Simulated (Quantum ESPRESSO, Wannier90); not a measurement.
# TiBe (CsCl type): Wannier90 run

```
begin unit_cell_cart
ang
    2.9292600000    0.0000000000    0.0000000000
    0.0000000000    2.9292600000    0.0000000000
    0.0000000000    0.0000000000    2.9292600000
end unit_cell_cart
begin atoms_frac
Ti   0.5000000000  0.5000000000  0.5000000000
Be   0.0000000000  0.0000000000  0.0000000000
end atoms_frac
```

Structure: Materials Project mp-11279, symmetrised, not relaxed again. Not found in the COD (Crystallography Open Database) copy used; not checked further. Computed values, not measurements, from PBEsol: Quantum ESPRESSO (norm-conserving PseudoDojo potentials, cutoff 71 Ry, no spin polarisation, no spin-orbit coupling) on a Γ-centred 10×10×10 mesh, then Wannier90. Density: 14×14×14 mesh, cold smearing 0.01 Ry.

A tight-binding model is made by disentanglement and projection with no localisation steps (num_iter = 0), so the 13 orbitals stay atom-like: hydrogen-like Ti: s;p;d; Be: s;p, axes along x, y, z; frozen window up to 1.50 eV relative to the Fermi level. It follows pw.x to 0.8 meV rms for states up to 1.0 eV relative to the Fermi level. Matrix elements depend on this choice of orbitals and windows.

The 30 largest hoppings ⟨m,0|H|n,R⟩ between different sites (one of each Hermitian pair; signs follow the real orbitals' lobes; the list may end inside a set of equal values):

```csv
m,n,R,distance of the centres (Å),t (eV)
Ti1 py,Ti1 py,0 1 0,2.93,2.322
Ti1 px,Ti1 px,1 0 0,2.93,2.314
Ti1 pz,Ti1 pz,0 0 1,2.93,2.307
Be2 s,Ti1 py,0 0 0,2.54,1.384
Ti1 py,Be2 s,1 0 1,2.54,1.384
Ti1 py,Be2 s,0 1 1,2.54,-1.384
Ti1 py,Be2 s,1 0 0,2.54,1.384
Ti1 py,Be2 s,0 1 0,2.54,-1.384
Ti1 py,Be2 s,1 1 0,2.54,-1.384
Ti1 px,Be2 s,0 1 0,2.54,1.384
Ti1 pz,Be2 s,1 0 0,2.54,1.384
Ti1 py,Be2 s,1 1 1,2.54,-1.384
Ti1 pz,Be2 s,0 1 1,2.54,-1.384
Ti1 pz,Be2 s,0 0 1,2.54,-1.384
Be2 s,Ti1 pz,0 0 0,2.54,1.384
Ti1 px,Be2 s,0 0 1,2.54,1.384
Ti1 px,Be2 s,1 0 0,2.54,-1.384
Ti1 px,Be2 s,1 1 1,2.54,-1.384
Ti1 px,Be2 s,0 1 1,2.54,1.384
Ti1 pz,Be2 s,1 1 1,2.54,-1.384
Ti1 pz,Be2 s,1 1 0,2.54,1.384
Ti1 px,Be2 s,1 0 1,2.54,-1.384
Ti1 pz,Be2 s,0 1 0,2.54,1.384
Ti1 pz,Be2 s,1 0 1,2.54,-1.384
Ti1 px,Be2 s,1 1 0,2.54,-1.384
Ti1 py,Be2 s,0 0 1,2.54,1.384
Be2 s,Ti1 px,0 0 0,2.54,1.384
Ti1 pz,Be2 py,0 0 1,2.54,-1.265
Ti1 pz,Be2 py,0 1 1,2.54,1.264
Ti1 pz,Be2 py,1 0 0,2.54,1.264
```
